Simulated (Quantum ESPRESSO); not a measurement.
# Computed records: MgAl₃N₃O (made-up cell)

Computed with Quantum ESPRESSO 7.5. Calculation on a made-up crystal cell, not a measurement: periodic Kohn-Sham density functional theory in plane waves with PseudoDojo standard norm-conserving scalar-relativistic pseudopotentials, each functional with its own files (v0.5 for PBE, v0.4.1 for LDA and PBEsol), no spin polarisation, no spin-orbit coupling, atoms not relaxed, stress positive in tension, energies less a fixed whole-eV offset for each atom's element; levels are Kohn-Sham levels at fractions of this cell's reciprocal vectors, counted from the reference band (half the neutral cell's valence electrons, rounded up) at Gamma; error bars cover cutoff and k-mesh only, not smearing or the files; added strain carries the atoms with the cell, and shear is the tensor component; each bar is the largest change over components, and at least 0.002 eV, 0.002 eV per angstrom or 0.02 GPa; energies are for the whole cell, and the offsets were chosen from early runs and are not element reference energies.

```cif
# cell vector a (Å): 4.1245 0.0181 -0.0100
# cell vector b (Å): 0.0181 4.0655 -0.0344
# cell vector c (Å): -0.0100 -0.0344 4.1707
data_MgAl3N3O
_symmetry_space_group_name_H-M 'P 1'
_symmetry_Int_Tables_number 1
_cell_length_a 4.1246
_cell_length_b 4.0657
_cell_length_c 4.1709
_cell_angle_alpha 90.958
_cell_angle_beta 90.278
_cell_angle_gamma 89.492
_cell_volume 69.93
loop_
_atom_site_label
_atom_site_type_symbol
_atom_site_fract_x
_atom_site_fract_y
_atom_site_fract_z
_atom_site_occupancy
Al1 Al 0.99828 0.00415 0.97761 1
Al2 Al 0.99501 0.51889 0.48100 1
Mg1 Mg 0.48379 0.97120 0.48751 1
Al3 Al 0.50682 0.50132 0.00528 1
N1 N 0.52204 0.98139 0.00287 1
N2 N 0.48775 0.50484 0.54769 1
O1 O 0.98635 0.00321 0.51427 1
N3 N 0.02265 0.51255 0.02027 1
_calc_lattice_type 'rocksalt'
_calc_functional 'pbe'
_calc_cutoff 1143  # eV
_calc_fermi_dirac_smearing 0.025  # eV
_calc_scf_tolerance 1e-07  # eV
_calc_electrons_removed 0
_calc_k_mesh '4 x 4 x 4, shifted by half a step'
_calc_free_energy_less_offsets -0.8839  # eV
_calc_smearing_term_minus_ts 0  # eV
_calc_scf_iterations 11
_calc_pressure 4.298  # GPa
_calc_stress_xx 6.082  # GPa
_calc_stress_yy -9.565  # GPa
_calc_stress_zz -9.41  # GPa
_calc_stress_yz -4.201  # GPa
_calc_stress_xz -0.4179  # GPa
_calc_stress_xy 2  # GPa
_calc_reference_band 20
_calc_error_bar_energy 0.0032  # eV
_calc_error_bar_stress 0.02  # GPa
_calc_error_bar_force 0.009898  # eV/angstrom
_calc_error_bar_next_band_up 0.002  # eV
_calc_error_bars_from 'tighter rerun of a related cell'
```

Atoms:
```
atoms element  atom site  atom energy offset (eV)
           Al          1                      -64
           Al          2                      -64
           Mg          3                    -1617
           Al          4                      -64
            N          5                     -283
            N          6                     -283
            O          7                     -452
            N          8                     -283
```

Forces:
```
site  x (eV/Å)  y (eV/Å)  z (eV/Å)
   1    0.1862    0.2106    0.3262
   2   0.06042   -0.8655     1.225
   3    0.5244     2.548    0.8681
   4  -0.05778   -0.6357  -0.03151
   5   -0.7784     1.405    0.3617
   6     0.533    -1.885     -2.29
   7    0.5448   0.02418    -0.166
   8    -1.013    -0.802   -0.2936
```

Levels:
```
level k point  next band up (eV)
        Gamma              2.536
(1/2,1/2,1/2)              3.728
   (0.15,0,0)              3.033
   (0,0.15,0)              3.053
   (0,0,0.15)              2.988
```
